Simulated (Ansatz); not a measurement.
MgB2:
```yaml
crystal:
  lattice:
    - [3.07159, 0.00000, 0.00000]
    - [-1.53580, 2.66008, 0.00000]
    - [0.00000, 0.00000, 3.53629]
  atoms:
    - { symbol: Mg, position: [0.00000, 0.00000, 0.00000] }
    - { symbol: B, position: [0.33333, 0.66667, 0.50000] }
    - { symbol: B, position: [0.66667, 0.33333, 0.50000] }
```

Relaxed with PBE.

Q: Map the valence electron density (e/Å³), cut off at 0.7 on the plane through (0.000, 0.000, 0.000) spanned by u = [0, 0, 1] and v = [1, -1, 0] in lattice vectors, from plane-wave PAW PBE (Ansatz code).

A: x is the fraction of u, y of v (the angle between them is 90°; rows are the nearest grid lines); atoms in the plane: Mg at (0.00, 0.00), B at (0.50, 0.33), B at (0.50, 0.67).
```
|9999200000000029999|
|9999200000000029999|
|9997100000000017999|
|2211112333332111122|
|0000123566653210000|
|0001235789875321000|
|0001246899986421000|
|0001247865687421000|
|0001247742477421000|
|0001247999997421000|
|0001246999996421000|
|0001246999996421000|
|0001246999996421000|
|0001246999996421000|
|0001247999997421000|
|0001247742477421000|
|0001247865687421000|
|0001246899986421000|
|0001235789875321000|
|0000123566653210000|
|2211112333332111122|
|9997100000000017999|
|9999200000000029999|
|9999200000000029999|
```
Scale: ten equal steps from 0.104 (start of '0') to 0.700 (end of '9'), in the order '0123456789'; x runs from 0.000 to 1.00, y from 0.000 (bottom) to 1.00 (top).

The density is the valence pseudo-density with augmentation charge, so density and ELF within about 1 Å of a nucleus are not all-electron values.

Space group P6/mmm. Symmetry was held in the PBE relaxation; of distortions, only those at the zone centre were tested.

Potentials: the later of the program's two PAW sets.
